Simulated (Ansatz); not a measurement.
**NiAs-type ReS**

Method: PBEsol, scalar-relativistic; collinear spin; PAW, 420 eV, Γ-centred 10×10×6 mesh, 0.05 eV Gaussian smearing; code Ansatz. The datasets are Ansatz's generated set soft_2.

```cif
data_structure
_symmetry_space_group_name_H-M 'P6_3/mmc'
_symmetry_Int_Tables_number 194
_cell_length_a 3.5339
_cell_length_b 3.5339
_cell_length_c 5.3461
_cell_angle_alpha 90.000
_cell_angle_beta 90.000
_cell_angle_gamma 120.000
_cell_volume 57.82
loop_
_atom_site_label
_atom_site_type_symbol
_atom_site_symmetry_multiplicity
_atom_site_Wyckoff_symbol
_atom_site_fract_x
_atom_site_fract_y
_atom_site_fract_z
_atom_site_occupancy
Re1 Re 2 a 0.00000 0.00000 0.00000 1
S1 S 2 c 0.33333 0.66667 0.25000 1
```

The structure was built from a prototype; whether the compound forms in it isn't claimed.

Magnetic state: non-magnetic, site spin moments none.

Task: Which orbitals carry the states at the Fermi level, and how many states are there?

Result: Within 0.1 eV of it: Re 5d 87 % (shares among the projected shells). The density of states at the Fermi level is about 2.3 states/eV per cell, averaged over 0.3 eV.

Density of states (tetrahedra, averaged over 0.4 eV; states/eV per cell of 4 atoms; energy in eV from the Fermi level):

```
E (eV)   DOS
 -5.65  4.83
 -5.25  2.81
 -4.85  0.60
 -4.45  0.82
 -4.05  0.96
 -3.65  1.01
 -3.25  1.13
 -2.85  1.06
 -2.45  1.82
 -2.05  1.79
 -1.65  2.59
 -1.25  3.66
 -0.85  3.84
 -0.45  4.59
 -0.05  2.53
  0.35  2.06
  0.75  3.64
  1.15  2.46
  1.55  2.45
  1.95  2.73
  2.35  1.94
  2.75  2.68
  3.15  3.16
  3.55  2.27
  3.95  1.19
  4.35  1.09
  4.75  1.43
  5.15  1.84
```

For elements this heavy, spin–orbit coupling would shift levels and gaps; it isn't included here. The starting moments died out; a magnetic state reached from other starts isn't excluded.
